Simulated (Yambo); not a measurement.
G0W0@LDA for CdOFH (space group P2_1, No. 4, within 0.06 Å of Pmn2_1) in Yambo. Reference settings: 4×2×2 Γ-centred k mesh, bands 9 to 155 and a 7 Ry block in the screening, 155 bands in G with the Bruneval-Gonze terminator, plasmon pole fitted at 27.2 eV. The LDA gap (0, 0, -0.5) → Γ on this mesh is 1.62 eV; G0W0 gaps are taken between the same points.

Gap ((0, 0, -0.5) → Γ) in eV against the number of bands and the screening block, terminator on:

| bands (W and G) | 2 Ry | 3 Ry | 4 Ry | 6 Ry | 7 Ry |
|---|---|---|---|---|---|
| 52 | 4.709 | 4.531 | 4.476 | 4.444 | 4.448 |
| 70 | 4.391 | 4.199 | 4.149 | 4.141 | 4.152 |
| 94 | 4.192 | 3.982 | 3.928 | 3.934 | 3.949 |
| 124 | 4.089 | 3.865 | 3.806 | 3.821 | 3.839 |
| 155 | 4.039 | 3.808 | 3.745 | 3.766 | 3.787 |

Rough cost of the Yambo step against the reference (shared machines):

```
bands (W and G)  2 Ry  3 Ry  4 Ry  6 Ry  7 Ry
---------------  ----  ----  ----  ----  ----
52                1/5   1/5   1/5   1/4   1/4
70                1/3   1/3   1/3   1/3   1/3
94                1/2   1/2   1/2   1/2    ~1
124                ~1    ~1    ~1    ~1    ~1
155                ~1    ~1    ~1    ~1     1
```

At the largest block the last step in bands moves the gap by -0.052 eV; at the most bands the last step in the block moves it by 0.021 eV.

Spin-orbit splittings are left out.

Geometry of the Materials Project entry, not relaxed at this level; primitive cell a = 3.534 Å, b = 4.845 Å, c = 5.628 Å, α = γ = 90.00°, β = 90.08°.

The structure is a Materials Project entry; no match was found in the copy of COD used, and its stability was not checked.
